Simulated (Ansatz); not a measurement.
Computed properties of SnTeO$_{3}$

SnTeO$_{3}$:
```
SnTeO3
1.0
    2.66617     1.53931     9.30906
   -2.66617     1.53931     9.30906
    0.00000    -3.07863     9.30906
Sn Te O
2 2 6
Direct
  0.71742   0.71742   0.71742
  0.21742   0.21742   0.21742
  0.95685   0.95685   0.95685
  0.45685   0.45685   0.45685
  0.60298   0.95881   0.21366
  0.95881   0.21366   0.60298
  0.21366   0.60298   0.95881
  0.71366   0.45881   0.10298
  0.45881   0.10298   0.71366
  0.10298   0.71366   0.45881
```

Space group R3c (No. 161); conventional cell a = 5.332 Å, b = 5.332 Å, c = 27.927 Å, α = 90.00°, β = 90.00°, γ = 120.00°.

Method: the program Ansatz at the r²SCAN level (PAW). Structure relaxed to zero pressure with the same functional. Other levels are named where they apply.

**Cell and energy**

- Volume per atom: 22.92 Å³
- Density: 4.26 g/cm³
- Formation energy from the elements (no fitted shifts): -1.09 eV/atom

**Electronic structure**

* **Band gap**: 2.72 eV (indirect)
* **Valence-band maximum**: at Γ
* **Conduction-band minimum**: at F (3 equivalent valleys)
* **Smallest direct gap on the standard path**: 2.84 eV
* **Hole effective mass**: 0.47, 0.47, 2.1 mₑ (principal values)

**Mechanics**

- Bulk modulus (Birch–Murnaghan fit): 5.9 GPa
- Pressure derivative B′: 11.0

**Charges**

Bader charges: Sn +1.45, Te +2.32, O -1.25 e

The start of the workflow was typed in or built on a structure type; neither database checked (COD, Materials Project) lists it. Whether it is the stable phase at ambient conditions was not checked. The cell was relaxed with r²SCAN under the symmetry of its start; whether a distortion lowers the energy is not shown. The volume moved by 82 % from the start of the relaxation. The references are the lowest solids computed at this level, not always the standard phases (solids in place of the gases). Scalar-relativistic: spin–orbit coupling is off unless named, which matters more the heavier the elements.

Potentials: the earlier of the program's two PAW sets.
